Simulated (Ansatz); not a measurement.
ZrGe in space group P-6m2 (No. 187; Zr on 1a, Ge on 1f) under volume change, DFT-PBE in the program Ansatz with PAW potentials, shape and atoms relaxed at each volume.

```tsv
V (Å³/atom)	E − E(relaxed) (meV/atom)	P (GPa)
17.994	58.4	11.55
18.588	24.3	7.03
19.181	___	___
19.774	0.0	0.00
20.367	5.4	-2.84
20.960	20.7	-5.36
21.554	___	___
```

**Question.** What belongs in the gaps?

**Answer.** 
- 19.181, E − E(relaxed) (meV/atom): 5.6
- 19.181, P (GPa): 3.18
- 21.554, E − E(relaxed) (meV/atom): 44.6
- 21.554, P (GPa): -7.50

**Question.** What does a third-order Birch–Murnaghan fit give for V₀, B₀ and B′?

**Answer.** V₀ = 19.76 Å³/atom, B₀ = 102 GPa, B′ = 3.9.

The cell is a constructed one: a structure type filled with these elements; neither database checked (COD, Materials Project) lists it. Its standing as an ambient phase is unchecked. The cell was relaxed with PBE under the symmetry of its start; whether a distortion lowers the energy is not shown. The run is not spin-polarised. Scalar-relativistic: spin–orbit coupling is off unless named, which matters more the heavier the elements.

Potentials: the later of the program's two PAW sets.
